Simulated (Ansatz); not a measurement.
## Two states of Gd

```
Gd
1.0
     3.64654    0.00000    0.00000
    -1.82327    3.15800    0.00000
     0.00000    0.00000    5.82401
Gd
2
Cartesian
  0.0000 2.1053 1.4560
  1.8233 1.0527 4.3680
```

Level: PBE, with U = 7.91 eV and J = 0.63 eV on Gd f (all-electron-ortho-atomic projectors); 420 eV; 7×7×4 Γ-centred mesh; fermi-dirac occupations (width 0.1 eV); Ansatz 0.2.0, fixed geometry.

State A: Gd1 up, Gd2 down (collinear spin). State B: Gd1 up, Gd2 up (collinear spin).

Compare the two self-consistent states.

State B is lower by 41.7 meV an atom at zero smearing; in free energy at this smearing B lies -32.2 meV an atom from A.

```tsv
state	free energy (meV/atom)	largest moment in a small sphere (μB)	net moment (μB/cell)	gap on mesh (eV)	pressure (GPa)	largest force (eV/Å)
A	32.2	7.39	0.00	metal	0.1	0.00
B	0.0	7.49	15.60	metal	0.4	0.00
```

Origin: a database entry at a rescaled volume.
